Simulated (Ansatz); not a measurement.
Relaxed-ion elastic tensor of WSe$_{2}$ in space group P6_3/mmc (No. 194; W on 2d, Se on 4f) in GPa (Voigt order), the program Ansatz at the PBE+D3(BJ) level (PAW); density 9.53 g/cm³, 19.84 Å³ per atom.

|  | 1 | 2 | 3 | 4 | 5 | 6 |
|---|---|---|---|---|---|---|
| 1 | 202 | 37.0 | 12.9 | 0.0 | 0.0 | 0.0 |
| 2 | 37.0 | 202 | 12.9 | 0.0 | 0.0 | 0.0 |
| 3 | 12.9 | 12.9 | 67.6 | 0.0 | 0.0 | 0.0 |
| 4 | 0.0 | 0.0 | 0.0 | 23.2 | 0.0 | 0.0 |
| 5 | 0.0 | 0.0 | 0.0 | 0.0 | 23.2 | 0.0 |
| 6 | 0.0 | 0.0 | 0.0 | 0.0 | 0.0 | 82.3 |

Problem. Is the crystal mechanically stable?

Solution. Yes: the smallest eigenvalue of C is 23.2 GPa.

Problem. Work out the Voigt, Reuss and Hill averages.

Solution. K_V = 66.3, K_R = 49.0, K_H = 57.6; G_V = 52.9, G_R = 36.9, G_H = 44.9 GPa.

Problem. Give Young's modulus, Poisson's ratio, Pugh's ratio and the universal anisotropy index.

Solution. E = 9KG/(3K + G) = 107 GPa; ν = 0.19; K/G = 1.28 (brittle by the Pugh limit of 1.75); A_U = 5G_V/G_R + K_V/K_R − 6 = 2.53.

Problem. Estimate the sound speeds and the Debye temperature.

Solution. v_l = √((K + 4G/3)/ρ) = 3510 m/s, v_t = √(G/ρ) = 2170 m/s, mean 2390 m/s; Θ = (h/k)(3n/4πV)^(1/3) v_m = 263 K.

Problem. How much does each axis shrink under pressure?

Solution. Linear compressibilities β_i = Σ_j S_ij (j = 1 to 3): x 3.5, y 3.5, z 13 per TPa.

The PBE+D3(BJ) relaxation kept the symmetry of its start; phonons on a q-mesh show no instability. The run is not spin-polarised. Spin–orbit coupling is left out wherever it is not named.

Potentials: the later of the program's two PAW sets.
